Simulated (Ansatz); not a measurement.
Space group Fd-3m:1 (No. 227). a = 7.485 Å, b = 7.485 Å, c = 7.485 Å, α = 90.00°, β = 90.00°, γ = 90.00°
```tsv
atom	site	symmetry	x	y	z
Ca	8b	-43m	0.2500	0.7500	0.2500
Ir	16c	.-3m	0.1250	0.1250	0.1250
```

Equation of state of this CaIr2 structure (not necessarily the ground state), with shape and atoms relaxed at each volume where symmetry leaves them free. It has no gap at any of these volumes. The calculation used Ansatz 0.2.0, DFT PBEsol, scalar-relativistic, plane waves, PAW.

Settings: cutoff 420 eV, Γ-centred mesh 8×8×8 on the computed 6-atom cell, Gaussian smearing of 0.10 eV; no spin polarisation.

```json
{"V (Å³/atom)": "15.374", "E − E(largest V) (meV/atom)": "100.84", "P (GPa)": "31.98"}
{"V (Å³/atom)": "15.898", "E − E(largest V) (meV/atom)": "13.42", "P (GPa)": "21.83"}
{"V (Å³/atom)": "16.422", "E − E(largest V) (meV/atom)": "-43.49", "P (GPa)": "13.29"}
{"V (Å³/atom)": "16.946", "E − E(largest V) (meV/atom)": "-74.71", "P (GPa)": "6.09"}
{"V (Å³/atom)": "17.470", "E − E(largest V) (meV/atom)": "-84.30", "P (GPa)": "0.02"}
{"V (Å³/atom)": "17.995", "E − E(largest V) (meV/atom)": "-75.65", "P (GPa)": "-5.08"}
{"V (Å³/atom)": "18.519", "E − E(largest V) (meV/atom)": "-51.67", "P (GPa)": "-9.38"}
{"V (Å³/atom)": "19.217", "E − E(largest V) (meV/atom)": "0.00", "P (GPa)": "-14.06"}
```

Question: Fit a third-order Birch–Murnaghan equation to E(V).

Answer: V0 = 17.47 Å³/atom, B0 = 185 GPa, B0' = 4.7.

Spin-orbit coupling is left out, which matters for the bands of heavy elements.

Cost: 8 runs of about 0.9 core-minutes in all, on Intel Xeon 6975P-C (Granite Rapids) (shared hosts).